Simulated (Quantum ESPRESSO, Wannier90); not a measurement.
# Wannierisation of YTl (CsCl type)

```xyz
2
Lattice="3.7776 0.0000 0.0000 0.0000 3.7776 0.0000 0.0000 0.0000 3.7776" Properties=species:S:1:pos:R:3 pbc="T T T"
Y      1.8888     1.8888     1.8888
Tl     0.0000     0.0000     0.0000
```

Materials Project entry mp-11575; symmetrised, unrelaxed at this level. COD (Crystallography Open Database) has an entry of this formula and space group (matched by these alone). Level: LDA, no spin polarisation, no spin-orbit coupling; pw.x of Quantum ESPRESSO at 58 Ry with PseudoDojo potentials, 8×8×8 k-points, Wannier90. Density: 12×12×12 mesh, cold smearing 0.01 Ry. Spin-orbit coupling is left out although heavy elements are present.

Base run: 13 functions from bands 10-31 of the 31 computed, start hydrogen-like Y: s;p;d; Tl: s;p, centres 0.05 Å off the atoms, frozen window up to 1.50 eV relative to the Fermi level, outer window open. One setting was then changed (edges relative to the Fermi level; misfit to pw.x on a path, for states up to 1.0 eV relative to the Fermi level).

| run | Ω_I (Å²) | rms misfit (meV) | worst (meV) |
|---|---|---|---|
| base | 21.45 | 2.5 | 13 |
| changed | 20.53 | 462 | 1232 |

Question: Which change was made?
A. outer window to 14.63 eV
B. frozen window to 2.50 eV
C. frozen window to -1.50 eV
D. frozen window to 1.00 eV
E. no frozen window

Answer: E, no frozen window. The others give:

| run | Ω_I (Å²) | rms misfit (meV) | worst (meV) |
|---|---|---|---|
| frozen window to -1.50 eV | 20.89 | 232 | 672 |
| frozen window to 2.50 eV | 21.60 | 1.7 | 12 |
| frozen window to 1.00 eV | 21.39 | 2.7 | 15 |
| outer window to 14.63 eV | 33.35 | 8.2 | 70 |
